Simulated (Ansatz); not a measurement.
The cell below belongs to a search over invented structures; it isn't taken from experiment.

Input and command of a plane-wave DFT calculation in Ansatz:

```yaml
crystal:
  lattice:
    - [7.3410749582, -2.8647580485, 0.0]
    - [7.3410749582, 2.8647580485, 0.0]
    - [0.0, 0.0, 5.7265427762]
  atoms:
    - { symbol: Ta, position: [0.7194824181, 0.2805175819, 0.7196904643] }
    - { symbol: Ta, position: [0.2805175819, 0.7194824181, 0.2803095357] }
    - { symbol: Ta, position: [0.2194824181, 0.7805175819, 0.7803095357] }
    - { symbol: Ta, position: [0.7805175819, 0.2194824181, 0.2196904643] }
    - { symbol: Bi, position: [0.342832593, 0.342832593, 0.5] }
    - { symbol: Bi, position: [0.842832593, 0.842832593, 0.0] }
    - { symbol: Bi, position: [0.657167407, 0.657167407, 0.5] }
    - { symbol: Bi, position: [0.157167407, 0.157167407, 0.0] }
    - { symbol: O, position: [0.5, 0.5, 0.0] }
    - { symbol: O, position: [0.0, 0.0, 0.5] }
basis:
  ecutwfc: 420
kpoints:
  mp_grid: { grid: [6, 6, 6] }
hamiltonian:
  xc: pbe
scf:
  occupations: { method: gaussian, width: 0.1 }
output:
  forces: true
  stress: true
  eigenvalues: true
relax:
  adjacent_minimum: "off"
  f_tol: 0.01
  max_steps: 30
  cell: { stress_tol: 0.1, fix: [volume] }
```

```bash
ansatz run input.yaml --threads 1 --pin off --max-ram 2560MiB --backend cpu --events-out ev --progress --plain --runs-dir out
```

Processor: Intel(R) Xeon(R) Processor @ 2.70GHz, 1 thread, on a host shared with other jobs.

**Question.** Estimate time, memory and problem size.

**Answer.** About 5.8 min, peak memory 0.98 GiB. It solves 75 bands at 52 k points (after reduction by symmetry) with about 4719 plane waves, in 28 SCF iterations over 5 ionic steps.
